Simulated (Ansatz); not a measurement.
Task: Mg (hcp (Mg type), P6_3/mmc) is relaxed with plane-wave PAW PBE (Ansatz code). What lattice parameters of the conventional cell result?

Result: a = 3.210 Å, c = 5.140 Å.

Symmetry was held in the PBE relaxation. Axis ratios of metals converge slowly with the k-mesh, so a and c are less sure than the volume.

Potentials: the earlier of the program's two PAW sets.
